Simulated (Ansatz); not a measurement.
Polymorphs of CdAu, each relaxed with r²SCAN in the plane-wave PAW code Ansatz:

A: Pmma
a = 4.8322 Å, b = 3.1626 Å, c = 4.9175 Å, α = 90.00°, β = 90.00°, γ = 90.00°

```tsv
atom	site	symmetry	x	y	z
Cd	2e	mm2	0.2500	0.0000	0.2959
Au	2f	mm2	0.7500	0.5000	0.1996
```

B: CsCl type (Pm-3m)
a = b = c = 3.3522 Å, α = β = γ = 90.00°

```
atom  site  symmetry       x       y       z
----  ----  --------  ------  ------  ------
Au      1a      m-3m  0.0000  0.0000  0.0000
Cd      1b      m-3m  0.5000  0.5000  0.5000
```

### Question
Put the candidates in order of energy per atom at 0 K, lowest first, for r²SCAN.

### Answer
A (+0 meV/atom), B (+4 meV/atom)

Standing as an ambient phase not checked: A; B. All cells were relaxed under the symmetry of their starts (and spin orders); stability against distortions was not tested throughout. Spin–orbit coupling is left out wherever it is not named.

Energies hold the estimated change up to a 700 eV cutoff; steps of a few meV lie near the error of the meshes.

Potentials: the later of the program's two PAW sets.
